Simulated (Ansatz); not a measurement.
An element in the bcc structure gives these cold pressures by all-electron LAPW under LDA (Ansatz 0.2.0, scalar-relativistic, no spin polarisation).

| V (Å³/atom) | P (GPa) |
| --- | --- |
| 77.51 | 0.00 |
| 68.21 | 0.58 |
| 60.46 | 1.40 |
| 52.71 | 2.75 |
| 44.96 | 5.09 |
| 38.76 | 8.14 |
| 33.33 | 11.36 |

(1) Which element is it?

## Answers

(1) Rb. Its zero-pressure volume in this structure is near 77.5 Å³/atom; the volume and the steepness of P(V) together point to it, though neighbours can come close. Other candidates weren't computed, and some may come near.
